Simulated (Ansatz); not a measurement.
Phonons of a relaxed structure of CeO$_{2}$ by density-functional perturbation theory (low response-accuracy setting, no LO–TO term) at Γ and zone-boundary points with q components 0 or ½ of the primitive reciprocal vectors. Level of theory: PBE (plane waves to 420 eV, PAW, scalar-relativistic; Ansatz, a program for electronic structure). Γ-centred k-mesh 8×8×8, Fermi–Dirac smearing 0.05 eV.

```yaml
crystal:
  lattice:
    - [0.00000, 2.73224, 2.73224]
    - [2.73224, 0.00000, 2.73224]
    - [2.73224, 2.73224, 0.00000]
  atoms:
    - { symbol: Ce, position: [0.00000, 0.00000, 0.00000] }
    - { symbol: O, position: [0.25000, 0.25000, 0.25000] }
    - { symbol: O, position: [0.75000, 0.75000, 0.75000] }
```

Space group Fm-3m (No. 225), fluorite type.

```
q                  wavenumbers (cm⁻¹; i marks imaginary)
-----------  -------------------------------------------
Γ                             0 (×3), 254 (×3), 416 (×3)
L (½, 0, 0)  109 (×2), 194, 321 (×2), 352 (×2), 387, 487
X (½, ½, 0)  123 (×2), 149, 205 (×2), 247, 424 (×2), 556
```

No instability shows at these points (nothing beyond 15i cm⁻¹, the threshold used here). Other wavevectors were not sampled, so this does not prove stability.

No spin polarisation in the result. The d or f electrons are treated with no Hubbard U. The 4f state was not searched, so a lower electronic state may exist.
